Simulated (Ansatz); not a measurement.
Ge2Sb2Se: relaxation step by step

The guess for Ge2Sb2Se was made by a generator: random cell by space group and Wyckoff sites (P4/mmm, No. 123). Lengths were set from tabulated atomic sizes, so they are only a guess.

```xyz
5
Lattice="4.4447 0.0000 0.0000 0.0000 4.4447 0.0000 0.0000 0.0000 6.2461" Properties=species:S:1:pos:R:3 pbc="T T T"
Ge    2.2224    2.2224    1.2555
Ge    2.2224    2.2224    4.9907
Sb    0.0000    0.0000    4.6223
Sb    0.0000    0.0000    1.6238
Se    2.2224    2.2224    3.1231
```

Level of theory: Ansatz 0.2.0, DFT PBE, scalar-relativistic, plane waves, PAW. Cutoff 420 eV, Gaussian smearing, Γ-centred meshes. Cell and atoms relax first on a coarse mesh and then on a finer one. In between, the cell is made exact in the group found at 0.06 Å. In metals the finer mesh still leaves noise of several meV/atom or more. The steps can't lower the symmetry of their start. No spin polarisation.

Steps on the 4×4×4 mesh (5 atoms, 18 steps). The free energy counts from the last step; the plane-wave basis is renewed at times, which shifts energy and pressure.

```tsv
step	ΔF (meV/atom)	V (Å³/atom)	P (GPa)	largest force component (eV/Å)
1	1518.0	24.68	25.77	13.675
2	652.5	25.83	8.19	2.174
3	424.4	26.08	3.77	1.228
4	177.7	25.65	2.09	1.093
5	90.9	25.83	3.09	0.619
6	55.3	25.81	1.97	0.109
7	45.9	26.61	0.17	0.252
8	44.1	26.43	-0.12	0.034
9	23.0	26.43	1.08	0.071
10	14.4	26.66	0.51	0.075
11	8.9	26.95	0.36	0.229
12	5.8	27.62	-0.18	0.216
13	1.8	27.98	0.33	0.102
14	7.4	28.95	0.40	0.473
15	0.6	28.34	-0.07	0.085
16	0.6	28.56	-0.07	0.055
17	0.4	28.41	-0.01	0.005
18	0.0	28.41	-0.01	0.005
```

The relaxed structure, after a last relaxation on the converged mesh:

```cif
data_structure
_symmetry_space_group_name_H-M 'P4/mmm'
_symmetry_Int_Tables_number 123
_cell_length_a 4.1134
_cell_length_b 4.1134
_cell_length_c 8.4667
_cell_angle_alpha 90.000
_cell_angle_beta 90.000
_cell_angle_gamma 90.000
_cell_volume 143.25
loop_
_atom_site_label
_atom_site_type_symbol
_atom_site_symmetry_multiplicity
_atom_site_Wyckoff_symbol
_atom_site_fract_x
_atom_site_fract_y
_atom_site_fract_z
_atom_site_occupancy
Ge1 Ge 2 h 0.50000 0.50000 0.21349 1
Sb1 Sb 2 g 0.00000 0.00000 0.83359 1
Se1 Se 1 d 0.50000 0.50000 0.50000 1
```

The symmetry stays P4/mmm (No. 123). The volume per atom grows by 16.1 %, from 24.7 to 28.7 Å³. The shortest distance goes from 1.87 Å (Ge–Se) to 2.43 Å (Ge–Se). The ratio c/a of the conventional cell changes by a factor of 1.46. The energy falls by about 1.5 eV/atom (the start's value is from the coarse mesh). Ge is surrounded by 1 Se at 2.43 Å and 4 Sb at 2.94 Å; around Sb lie 1 Sb at 2.82 Å and 4 Ge at 2.94 Å; around Se lie 2 Ge at 2.43 Å.

```
Volume per atom                            : 28.65 Å³
Density                                    : 5.42 g/cm³
Formation energy                           : +0.16 eV/atom
Gap on the 10×10×6 mesh of the 5-atom cell : 0 eV (a metal)
```

The zero of energy is the elements' standard structures at the same level; no fitted shifts are applied.

The last run used Gaussian smearing of 0.10 eV. Spin–orbit coupling, which can matter for Sb, is left out. The reference form of Se is held partly by dispersion forces, which this level lacks. A structure relaxed within its symmetry needn't be a true minimum. In all, the 3 runs took 3.7 min on 1 thread of Intel(R) Xeon(R) 6975P-C (Granite Rapids), on a shared host. Another cell of Ge2Sb2Se relaxed alike, in P-3m1, lies 66 meV/atom lower, so this cell isn't the stable form at this level.
